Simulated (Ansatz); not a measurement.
System: W (bcc type), 1 atom in the cell.

Theory: PBE, all-electron LAPW, point nucleus in Ansatz.

k-mesh 12×12×12 Γ-centred; Fermi–Dirac smearing of 0.1 eV; no spin polarisation; no spin–orbit coupling.

```xyz
1
Lattice="-1.5850 1.5850 1.5850 1.5850 -1.5850 1.5850 1.5850 1.5850 -1.5850" Properties=species:S:1:pos:R:3 pbc="T T T"
W     0.0000    0.0000    0.0000
```

What pressure does the calculation give?

The pressure is 4.15 GPa, so at these settings the cell is compressed and would expand.

The k-mesh is modest, so these values aren't fully converged in k.
